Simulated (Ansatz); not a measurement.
Trial structure of Ta3Cu, not yet relaxed:

```cif
data_structure
_symmetry_space_group_name_H-M 'Fm-3m'
_symmetry_Int_Tables_number 225
_cell_length_a 6.2741
_cell_length_b 6.2741
_cell_length_c 6.2741
_cell_angle_alpha 90.000
_cell_angle_beta 90.000
_cell_angle_gamma 90.000
_cell_volume 246.98
loop_
_atom_site_label
_atom_site_type_symbol
_atom_site_symmetry_multiplicity
_atom_site_Wyckoff_symbol
_atom_site_fract_x
_atom_site_fract_y
_atom_site_fract_z
_atom_site_occupancy
Ta1 Ta 8 c 0.25000 0.25000 0.75000 1
Ta2 Ta 4 a 0.00000 0.00000 0.00000 1
Cu1 Cu 4 b 0.50000 0.00000 0.00000 1
```

Theory: DFT PBE, scalar-relativistic, plane waves, PAW (Ansatz). Cutoff 420 eV; k points 6×6×6 on the computed 4-atom cell (Γ-centred); Gaussian smearing, width 0.10 eV; no spin polarisation.

The zero of energy is the elements' standard structures at the same level; no fitted shifts are applied.

Question: How far from equilibrium is it?

Answer: The pressure is 18.8 GPa (it wants to expand), the largest force is 0.00 eV/Å (symmetry fixes the atoms), and the energy is +0.27 eV/atom against the elements. The shortest distance is 2.72 Å.

Question: How much does it gain on relaxing, and where does it end?

Answer: Relaxing gains under 0.1 eV/atom (the start's value is from the coarse mesh, so the gain is rough) in 9 ionic steps and ends at +0.19 eV/atom on the finer mesh. The symmetry stays Fm-3m (No. 225). The end has the BiF3 (D0_3) type. The volume per atom grows by 9.2 %, from 15.4 to 16.9 Å³. The shortest distance goes from 2.72 Å (Ta–Cu and Ta–Ta) to 2.80 Å (Ta–Cu and Ta–Ta). Conventional cell: a = 6.461 Å. Around Ta on a site of symmetry -43m lie 4 Cu at 2.80 Å, 4 Ta at 2.80 Å and 6 Ta at 3.23 Å; Ta on a site of symmetry m-3m is surrounded by 8 Ta at 2.80 Å and 6 Cu at 3.23 Å; around Cu lie 8 Ta at 2.80 Å and 6 Ta at 3.23 Å.

The last run used a 12×12×12 mesh for its 4-atom cell and Gaussian smearing of 0.10 eV. These runs have no spin–orbit coupling, which can matter for Ta. The relaxation can't lower the symmetry of the start. A structure relaxed within its symmetry needn't be a true minimum. Another cell of Ta3Cu relaxed alike, in I4/mmm (a Materials Project cell), lies 28 meV/atom lower, so this cell isn't the stable form at this level.
